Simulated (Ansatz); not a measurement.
Input file for Ansatz (a quantum-chemistry and plane-wave program):

Ansatz 0.2 input:
```yaml
crystal:
  lattice:
    - [-1.5143059406, 1.5143059406, 1.5143059406]
    - [1.5143059406, -1.5143059406, 1.5143059406]
    - [1.5143059406, 1.5143059406, -1.5143059406]
  atoms:
    - { symbol: Rh, position: [0.0, 0.0, 0.0] }
kpoints:
  mp_grid: { grid: [14, 14, 14] }
  band_path:
    path:
      - [[0.0, 0.0, 0.0], [0.5, -0.5, 0.5], [0.0, 0.0, 0.5], [0.0, 0.0, 0.0], [0.25, 0.25, 0.25], [0.5, -0.5, 0.5]]  # Γ-H-N-Γ-P-H
      - [[0.25, 0.25, 0.25], [0.0, 0.0, 0.5]]  # P-N
    npoints: 12
basis: { xc_grid: 2 }
hamiltonian:
  xc: pbesol
  pseudopotentials: { kind: paw }
magnetization: { noncollinear: true, spin_orbit: true }
scf:
  n_extra_bands: 13
  convergence: { dr2_threshold: 0.0000000001 }
  occupations: { method: gaussian, width: 0.05 }
output: { eigenvalues: true }
```

Output (shortened):

```
Pseudopotential: Rh, paw_fr, valence charge 17
Functional definition: PBEsol
non-collinear run that drives no moment, with spin-orbit …
Crystal: 1 atoms, lattice volume = 13.890 Å³
Basis set: ecut = 420 eV, 249 PW (Γ), exchange–correlation on 36×36×36 points (8 copies of the dense FFT grid, shifted against one another)
Bands: 30, of which v1, the nominal top of the filled ones, is band 17 counted from 1 (16 counted from 0)
Symmetry: 48 space group operations + 48 with time reversal
k-points: 104 of 2744
Projection manifold: j_resolved (fully-relativistic pseudo-atomic orbitals)
SCF iter   1: F=—  HF=-6340.652351 eV  |F-HF|=—  |Δ(HF+E_count)|=         —  Δρ=1.12e-1  dr2=1.67e0  dr2_m=0.00e0 (ungated)  ethr=3.10e-3  |M|=0.00e0 ∫|m|=0.00e0 μB  |m|>n=0.0e0 m-floor=0.0e0 τ_xc=0.0e0  β_m=0.30  ⟨swp⟩=5.6  Hψ=7078  notcnv=0  defer=150
preconditioner: auto → none
SCF iter   2: F=—  HF=-6340.182312 eV  |F-HF|=—  |Δ(HF+E_count)|=   4.70e-1  Δρ=3.78e-2  dr2=1.23e-1  dr2_m=0.00e0 (ungated)  ethr=3.10e-3  |M|=0.00e0 ∫|m|=0.00e0 μB  |m|>n=0.0e0 m-floor=0.0e0 τ_xc=0.0e0  β_m=0.35  ⟨swp⟩=2.5  Hψ=2926  notcnv=0  defer=654
SCF iter   3: F=—  HF=-6340.148589 eV  |F-HF|=—  |Δ(HF+E_count)|=   3.37e-2  Δρ=1.83e-2  dr2=1.13e-2  dr2_m=0.00e0 (ungated)  ethr=7.26e-4  |M|=0.00e0 ∫|m|=0.00e0 μB  |m|>n=0.0e0 m-floor=0.0e0 τ_xc=0.0e0  β_m=0.61  ⟨swp⟩=2.2  Hψ=2014  notcnv=0  defer=654
SCF iter   4: F=—  HF=-6340.144775 eV  |F-HF|=—  |Δ(HF+E_count)|=   3.81e-3  Δρ=5.34e-4  dr2=1.63e-5  dr2_m=0.00e0 (ungated)  ethr=6.66e-5  |M|=0.00e0 ∫|m|=0.00e0 μB  |m|>n=0.0e0 m-floor=0.0e0 τ_xc=0.0e0  β_m=0.81  ⟨swp⟩=2.9  Hψ=2015  notcnv=0  defer=654
SCF iter   5: F=—  HF=-6340.144778 eV  |F-HF|=—  |Δ(HF+E_count)|=   3.12e-6  Δρ=1.16e-4  dr2=8.67e-7  dr2_m=0.00e0 (ungated)  ethr=9.57e-8  |M|=0.00e0 ∫|m|=0.00e0 μB  |m|>n=0.0e0 m-floor=0.0e0 τ_xc=0.0e0  β_m=0.90  ⟨swp⟩=2.0  Hψ=2127  notcnv=0  defer=654
SCF iter   6: F=—  HF=-6340.144779 eV  |F-HF|=—  |Δ(HF+E_count)|=   1.29e-6  Δρ=2.29e-5  dr2=3.77e-8  dr2_m=0.00e0 (ungated)  ethr=5.10e-9  |M|=0.00e0 ∫|m|=0.00e0 μB  |m|>n=0.0e0 m-floor=0.0e0 τ_xc=0.0e0  β_m=0.92  ⟨swp⟩=2.1  Hψ=1760  notcnv=0  defer=654
SCF iter   7: F=—  HF=-6340.144779 eV  |F-HF|=—  |Δ(HF+E_count)|=   2.42e-9  Δρ=2.65e-6  dr2=6.44e-10  dr2_m=0.00e0 (ungated)  ethr=2.22e-10  |M|=0.00e0 ∫|m|=0.00e0 μB  |m|>n=0.0e0 m-floor=0.0e0 τ_xc=0.0e0  β_m=0.96  ⟨swp⟩=2.5  Hψ=1952  notcnv=0  defer=654
SCF iter   8: F=-6340.144779 eV  HF=-6340.144779 eV  |F-HF|=0.00e0  |Δ(HF+E_count)|=  1.15e-10  Δρ=7.44e-8  dr2=5.18e-13  dr2_m=0.00e0 (ungated)  ethr=1.00e-12  |M|=0.00e0 ∫|m|=0.00e0 μB  |m|>n=0.0e0 m-floor=0.0e0 τ_xc=0.0e0  ⟨swp⟩=7.5  Hψ=5907  notcnv=0
SCF 1 converged in 8 iterations: F = -6340.144779 eV  dr2 = 5.18e-13
NSCF: frozen V_eff on 74 k-points
SCF converged after 8 iterations
Magnetization: |M| = 0.0000 μB,  M = (+0.0000, +0.0000, +0.0000) μB
Absolute magnetization: 0.0000 μB (∫|m|)
  site 0: m = (+0.0000, +0.0000, +0.0000) μB, |m| = 0.0000 μB  (R = 1.08 Å)
Free energy (F): -6340.144779 eV
Harris-Foulkes:  -6340.144779 eV  (|F-HF|=0.00e0)
Internal energy: -6340.140561 eV  (E = F + TS)
E sigma→0 (E₀):  -6340.142670 eV
Entropy (-TS):   -0.004217 eV (-4.217 meV/atom)
Fermi energy:    21.788396 eV
--- Per-component energies (eV) ---
  E_band       = -89.983482
  E_kinetic    = 573.706165
  E_local      = -1578.542046  (includes V_loc(G=0)·N_el)
  E_nonlocal   = 356.711785
  E_hartree    = 553.959565
  E_xc         = -220.395622
  E_vxc        = -277.679850  (∫ρ·V_xc dr)
  E_paw        = -3525.594648  (= ΣΔE_a)
  E_vpaw       = -272.099446  (= ΣTr[D̂ρ^β])
  E_aug_tail   = 0.000812  (compensation charges beyond the density's cutoff)
  E_ewald      = -2500.264420
  E_core_change = 0.277848  (= ΣΔE_core)
  E_smearing   = -0.004217  (= −TS)
  E_closure    =  0.000000  (closes the sum)
  Σ components = -6340.144779   (vs F -6340.144779, Δ=0.00e0)
  [band-id]    e_kinetic+e_local+e_nonlocal+2·e_hartree+e_vxc+e_vpaw+e_augmentation_tail = -89.983449   (vs E_band -89.983482, Δ=3.30e-5)
--- Band table (eV; the first three rows and the last of 104) ---
  k-point 0: bands = ["-56.6435", "-56.6435", "-26.9163", "-26.9163", "-22.9170", "-22.9170", "-22.9170", "-22.9170", "13.9850", "13.9850", "18.7461", "18.7461", "18.7461", "18.7461", "18.9983", "18.9983", "21.3523", "21.3523", "21.3523", "21.3523", …
  k-point 1: bands = ["-56.6377", "-56.6377", "-26.9303", "-26.9303", "-22.9470", "-22.9470", "-22.9230", "-22.9230", "14.1998", "14.1998", "18.6934", "18.6934", "18.8027", "18.8027", "19.0773", "19.0773", "21.2429", "21.2429", "21.3592", "21.3592", …
  k-point 2: bands = ["-56.6213", "-56.6213", "-26.9696", "-26.9696", "-23.0298", "-23.0298", "-22.9398", "-22.9398", "14.7966", "14.7966", "18.4886", "18.4886", "18.8012", "18.8012", "19.5322", "19.5322", "21.0243", "21.0243", "21.3853", "21.3853", …
  k-point 103: bands = ["-56.4364", "-56.4364", "-27.3605", "-27.3605", "-23.4821", "-23.4821", "-23.4821", "-23.4821", "15.8644", "15.8644", "15.8644", "15.8644", "22.8085", "22.8085", "22.8085", "22.8085", "23.1228", "23.1228", "30.6336", "30.6336", …
```

Cost: around 11 core-seconds (rough) on shared cores.

Space group Im-3m (bcc (W type)). The start of the workflow was typed in or built on a structure type; the Crystallography Open Database copy checked does not list it. It is not the phase usual at ambient conditions (space group No. 225). Symmetry was held in the PBEsol relaxation. At this level the phase is mechanically unstable. The run is not spin-polarised.

Potentials: the later of the program's two PAW sets.

Ansatz is a plane-wave DFT program.
